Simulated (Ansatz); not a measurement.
# What strain does to HfSiO4 (I4_1/amd)

A 12-atom cell of HfSiO4 (I4_1/amd) from a materials database, relaxed with r2SCAN in the PAW code Ansatz. It is tetragonal, I4_1/amd (No. 141); conventional cell a = 6.582 Å, c = 5.972 Å, 10.78 Å³ an atom. Around Hf lie 8 O at 2.12–2.26 Å; around Si lie 4 O at 1.62 Å; around O lie 1 Si at 1.62 Å and 2 Hf at 2.12–2.26 Å.

The axes x, y and z are those of this cell:
```xyz
12
Lattice="-3.2908 3.2908 2.9858 3.2908 -3.2908 2.9858 3.2908 3.2908 -2.9858" Properties=species:S:1:pos:R:3 pbc="T T T"
Hf    0.0000    0.0000    0.0000
Hf    0.0000    3.2908    1.4929
Si    3.2908    0.0000    1.4929
Si    0.0000    0.0000    2.9858
O     3.2908    2.0757   -1.0756
O     4.5060    0.0000    0.4173
O     2.0757    0.0000    0.4173
O     0.0000    1.2151    1.9102
O     2.0757    3.2908    1.0756
O     3.2908    1.2151    2.5685
O     3.2908   -1.2151    2.5685
O     1.2151    0.0000    4.0614
```

Unstrained: With PBE the valence top lies at Γ and the conduction bottom at k = (0.188, 0.302, 1/4), 5.428 eV higher; the smallest vertical gap, at Γ–P (0.67 of the way from Γ), is 5.794 eV. The lowest empty level at X lies only 21 meV higher, so the place of the conduction bottom isn't settled. r2SCAN gives an indirect gap of 5.997 eV, from Γ to k = (0.188, 0.302, 1/4); the least direct gap is 6.367 eV at Γ–P (0.67 of the way from Γ). The lowest empty level at X lies only 26 meV higher, so the place of the conduction bottom isn't settled. With HSE06 the valence top lies at Γ–Z (0.11 of the way from Γ) and the conduction bottom at k = (0.188, 0.302, 1/4), 7.244 eV higher; the smallest vertical gap, at Γ–P (0.67 of the way from Γ), is 7.647 eV. The lowest empty level at X lies only 23 meV higher, so the place of the conduction bottom isn't settled. Meshes: PBE 6×6×6, r2SCAN 6×6×6, HSE06 4×4×4. Strains are changes of length per length. After each strain the atoms were relaxed again with r2SCAN in this cell and within any symmetry left, so distortions that break it or need a larger cell weren't tested; points keep the names that they have in the unstrained zone. (Simulation; spin polarisation is off.)

Changes of the least gap in eV (an overlap counts as a negative gap):

| strain | volume change (%) | space group | PBE | r2SCAN | HSE06 | energy rise, r2SCAN (meV/atom) |
| --- | --- | --- | --- | --- | --- | --- |
| isotropic -3.0 % on every length | -8.7 | I4_1/amd | +0.477 | +0.511 | +0.501 | 72.5 |
| isotropic -2.0 % on every length | -5.9 | I4_1/amd | +0.319 | +0.342 | +0.336 | 31.2 |
| isotropic -1.0 % on every length | -3.0 | I4_1/amd | +0.160 | +0.172 | +0.169 | 7.5 |
| isotropic +1.0 % on every length | +3.0 | I4_1/amd | -0.161 | -0.173 | -0.170 | 7.0 |
| isotropic +2.0 % on every length | +6.1 | I4_1/amd | -0.324 | -0.347 | -0.344 | 27.1 |
| isotropic +3.0 % on every length | +9.3 | I4_1/amd | -0.486 | -0.522 | -0.518 | 59.0 |

Isotropic -3.0 % on every length. HSE06: the gap goes from 7.244 to 7.745 eV (+0.501 eV); the edges go from Γ–Z (0.11) → (0.188, 0.302, 1/4) to Γ → (0.161, 0.260, 0.286). Stress change with r2SCAN, compression positive: xx +25.53, yy +25.53, zz +29.13 GPa.

Isotropic -2.0 % on every length. HSE06: the gap goes from 7.244 to 7.580 eV (+0.336 eV); the edges go from Γ–Z (0.11) → (0.188, 0.302, 1/4) to Γ → (1/6, 0.271, 0.281). Stress change with r2SCAN, compression positive: xx +15.74, yy +15.74, zz +18.28 GPa.

Isotropic -1.0 % on every length. HSE06: the gap goes from 7.244 to 7.413 eV (+0.169 eV); the edges go from Γ–Z (0.11) → (0.188, 0.302, 1/4) to Γ → (0.177, 0.292, 0.266). Stress change with r2SCAN, compression positive: xx +7.28, yy +7.28, zz +8.62 GPa.

Isotropic +1.0 % on every length. HSE06: the gap goes from 7.244 to 7.073 eV (-0.170 eV); the edges go from Γ–Z (0.11) → (0.188, 0.302, 1/4) to Γ → (0.182, 0.307, 0.255). Stress change with r2SCAN, compression positive: xx -6.22, yy -6.22, zz -7.68 GPa.

Isotropic +2.0 % on every length. HSE06: the gap goes from 7.244 to 6.900 eV (-0.344 eV). Stress change with r2SCAN, compression positive: xx -11.48, yy -11.48, zz -14.52 GPa.

Isotropic +3.0 % on every length. HSE06: the gap goes from 7.244 to 6.726 eV (-0.518 eV). Stress change with r2SCAN, compression positive: xx -15.90, yy -15.90, zz -20.61 GPa.

The runs are scalar-relativistic, without spin-orbit coupling.

Where an edge lies off the special points, it is a point of the mesh or the k point where a search put PBE's edge or least direct gap, reused for the other functionals, whose own edges may lie a little apart.

Coordinates of k points refer to the reciprocal vectors of the primitive cell of the runs.

The meshes of the hybrids are coarse, so their gaps aren't converged to the digits shown.
